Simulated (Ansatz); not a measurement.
Trial structure of Ir₂Ru₃, not yet relaxed:

```yaml
crystal:
  lattice:
    - [2.68987, 0.00000, 0.00000]
    - [-1.34494, 2.32950, 0.00000]
    - [0.00000, 0.00000, 21.87777]
  atoms:
    - { symbol: Ru, position: [0.33333, 0.66667, 0.60000] }
    - { symbol: Ru, position: [0.33333, 0.66667, 0.00000] }
    - { symbol: Ru, position: [0.33333, 0.66667, 0.40000] }
    - { symbol: Ru, position: [0.66667, 0.33333, 0.70000] }
    - { symbol: Ru, position: [0.66667, 0.33333, 0.30000] }
    - { symbol: Ru, position: [0.66667, 0.33333, 0.50000] }
    - { symbol: Ir, position: [0.33333, 0.66667, 0.80000] }
    - { symbol: Ir, position: [0.33333, 0.66667, 0.20000] }
    - { symbol: Ir, position: [0.66667, 0.33333, 0.90000] }
    - { symbol: Ir, position: [0.66667, 0.33333, 0.10000] }
```

All numbers below come from DFT PBE, scalar-relativistic, plane waves, PAW (Ansatz). Plane waves to 420 eV, a k mesh through Γ of 6×6×1 on the computed 10-atom cell and Gaussian smearing (0.10 eV); no spin polarisation.

Formation energies are uncorrected and refer to the elements' standard structures at the same level.

**Question.** What does a single point on this coarse mesh give?

**Answer.** The pressure is 10.7 GPa (the mean over three directions, positive in compression), the largest force is 0.86 eV/Å, and the energy is +0.07 eV/atom against the elements. The shortest distance is 2.68 Å.

**Question.** Is it a good guess?

**Answer.** A good one: relaxing gains under 0.1 eV/atom (the start's value is from the coarse mesh, so the gain is rough) in 14 ionic steps and ends at −0.01 eV/atom on the finer mesh. The symmetry stays P-6m2 (No. 187). The volume per atom grows by 2.7 %, from 13.7 to 14.1 Å³. The shortest distance goes from 2.68 Å (Ir–Ru, Ir–Ir and Ru–Ru) to 2.64 Å (Ru–Ru). Conventional cell: a = 2.734 Å, c = 21.743 Å. Around Ru on a site of symmetry 3m lie 12 Ru at 2.64–2.73 Å; Ru on a site of symmetry -6m2 has 6 Ir at 2.68 Å and 6 Ru at 2.73 Å; Ir on its first site is surrounded by 3 Ru at 2.69 Å and 9 Ir at 2.73–2.76 Å; 3 more sites not described.

The last run used an 18×18×2 mesh (in the run's order of axes) for its 10-atom cell and Gaussian smearing of 0.10 eV. For metals, differences of a few meV/atom aren't resolved. These runs have no spin–orbit coupling, which can matter for Ir. The relaxation can't lower the symmetry of the start, and the grade says only how near the guess is to its own end. A later test with randomly moved atoms came back to the same energy, though modes that don't fit the test's cell weren't probed.
